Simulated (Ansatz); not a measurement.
Relaxed Al (fcc, Cu type):

```yaml
crystal:
  lattice:
    - [4.03999, 0.00000, 0.00000]
    - [0.00000, 4.03999, 0.00000]
    - [0.00000, 0.00000, 4.03999]
  atoms:
    - { symbol: Al, position: [0.00000, 0.00000, 0.00000] }
    - { symbol: Al, position: [0.50000, 0.50000, 0.00000] }
    - { symbol: Al, position: [0.50000, 0.00000, 0.50000] }
    - { symbol: Al, position: [0.00000, 0.50000, 0.50000] }
```

The numbers are results of PBE (plane waves to 420 eV, PAW, scalar-relativistic; Ansatz, a first-principles code), not measurements. k mesh 9×9×9 (Γ-centred), Fermi-Dirac smearing 0.05 eV. With partly filled bands, energies and forces of such displacements shift with the k mesh and the smearing. On this mesh the relaxed cell isn't quite at rest: it carries a pressure of 0.2 GPa (compression positive) at the zero of the scan. Al was relaxed with its symmetry unable to fall. The PAW data are Ansatz's earlier set.

One atom of the cell was then moved (with its periodic images), all else fixed, and the forces (eV/Å) came out as:

```tsv
atom	Fx	Fy	Fz
Al1	0.253	0.000	0.000
Al2	-0.147	0.000	0.000
Al3	-0.147	0.000	0.000
Al4	0.042	0.000	0.000
```

Task: Which atom was moved, and by which vector (Å)?

Result: Al1, by (-0.06, 0.00, 0.00), 0.06 Å in all.

(For displaced atoms, the force is minus the slope of the energy, and its curvature is a force constant, which sets phonon frequencies.)
